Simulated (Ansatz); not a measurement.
Ge₂Sb₂Te₅:
```cif
data_Ge6Sb6Te15
_chemical_formula_sum 'Te15 Ge6 Sb6'
_space_group_name_H-M_alt 'R-3m :H'
_space_group_IT_number 166
_space_group_name_Hall '-R 3 2"'
_cell_length_a 4.24123
_cell_length_b 4.24123
_cell_length_c 52.58371
_cell_angle_alpha 90.000
_cell_angle_beta 90.000
_cell_angle_gamma 120.000
loop_
_atom_site_label
_atom_site_type_symbol
_atom_site_symmetry_multiplicity
_atom_site_Wyckoff_symbol
_atom_site_fract_x
_atom_site_fract_y
_atom_site_fract_z
_atom_site_occupancy
Te1 Te 3 a 0.00000 0.00000 0.00000 1
Ge1 Ge 6 c 0.00000 0.00000 0.30069 1
Te2 Te 6 c 0.00000 0.00000 0.39780 1
Sb1 Sb 6 c 0.00000 0.00000 0.10299 1
Te3 Te 6 c 0.00000 0.00000 0.19791 1
```
(The calculation used a cell of 9 atoms; values per cell refer to that cell.)

Relaxed with r²SCAN+D4.

Question: Tabulate the valence density and the electron localisation function along the shortest Ge–Te contact (2.97 Å), plane-wave PAW r²SCAN+D4 (Ansatz code).

Answer: 

| distance from Ge (Å) | density (e/Å³) | ELF |
|---|---|---|
| 0.30 | 20.95 | 0.25 |
| 0.44 | 7.72 | 0.25 |
| 0.59 | 2.33 | 0.36 |
| 0.74 | 0.88 | 0.47 |
| 0.89 | 0.51 | 0.50 |
| 1.04 | 0.37 | 0.50 |
| 1.19 | 0.29 | 0.51 |
| 1.33 | 0.26 | 0.52 |
| 1.48 | 0.28 | 0.58 |
| 1.63 | 0.33 | 0.65 |
| 1.78 | 0.42 | 0.65 |
| 1.93 | 0.57 | 0.57 |
| 2.08 | 0.84 | 0.47 |
| 2.22 | 1.71 | 0.35 |
| 2.37 | 3.93 | 0.20 |
| 2.52 | 7.88 | 0.08 |
| 2.67 | 12.93 | 0.03 |

The density is the valence pseudo-density with augmentation charge, so density and ELF within about 1 Å of a nucleus are not all-electron values.

The start of the workflow was typed in or built on a structure type; neither database checked (COD, Materials Project) lists it. It is not the phase usual at ambient conditions (space group No. 164). The r²SCAN+D4 relaxation kept the symmetry of its start; whether a distortion lowers the energy is not shown. Scalar-relativistic: spin–orbit coupling is off unless named, which matters more the heavier the elements.

Potentials: the earlier of the program's two PAW sets.
